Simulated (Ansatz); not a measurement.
The relaxed structure here is a generated cell of BaTe2: the first start was made by placing the elements on the sites of a structure type, and the end was not matched to a known phase here, so it may be hypothetical.

The end point of a relaxation of BaTe2. Calculation: r2SCAN (plane waves to 500 eV, PAW, scalar-relativistic; Ansatz, a program for electronic structure).

```cif
data_Ba4Te8
_chemical_formula_sum 'Te8 Ba4'
_space_group_name_H-M_alt 'P 1'
_space_group_IT_number 1
_cell_length_a 8.34916
_cell_length_b 4.56679
_cell_length_c 11.72613
_cell_angle_alpha 90.000
_cell_angle_beta 90.000
_cell_angle_gamma 90.000
loop_
_space_group_symop_operation_xyz
  'x, y, z'
loop_
_atom_site_label
_atom_site_type_symbol
_atom_site_fract_x
_atom_site_fract_y
_atom_site_fract_z
_atom_site_occupancy
Te1 Te 0.63659 0.25000 0.84263 1
Te2 Te 0.13659 0.25000 0.65737 1
Te3 Te 0.36341 0.75000 0.15737 1
Te4 Te 0.86341 0.75000 0.34263 1
Te5 Te 0.10089 0.25000 0.04441 1
Te6 Te 0.60089 0.25000 0.45559 1
Te7 Te 0.89911 0.75000 0.95559 1
Te8 Te 0.39911 0.75000 0.54441 1
Ba1 Ba 0.68462 0.25000 0.14902 1
Ba2 Ba 0.18462 0.25000 0.35098 1
Ba3 Ba 0.31538 0.75000 0.85098 1
Ba4 Ba 0.81538 0.75000 0.64902 1
```

Question: Find the space group and the Wyckoff positions (tolerance 0.01 Å).

Answer: Space group Pnma (No. 62); a = 8.349 Å, b = 4.567 Å, c = 11.726 Å, α = β = γ = 90.00°

```csv
atom,site,symmetry,x,y,z
Te,4c,.m.,0.1366,0.2500,0.6574
Te,4c,.m.,0.1009,0.2500,0.0444
Ba,4c,.m.,0.1846,0.2500,0.3510
```

Question: Give the shortest distances between elements (the closest pairs, up to four, under 3.6 Å).

Answer: Te–Te 3.02 Å; Ba–Te 3.52 Å.

The volume per atom comes out as 37.26 Å³, the band gap is 0.72 eV, indirect (valence top at k = (0, 0.1667, 0), conduction bottom at U) (no spin-orbit coupling) and the smallest direct gap is 0.95 eV at k = (0.25, 0, 0).

No spin polarisation in the result. Without spin-orbit coupling the bands of the heavy element are not split, so the gap can be far off.

The run could not lose the symmetry of its start: the end is stationary, and may be a saddle point rather than a minimum.
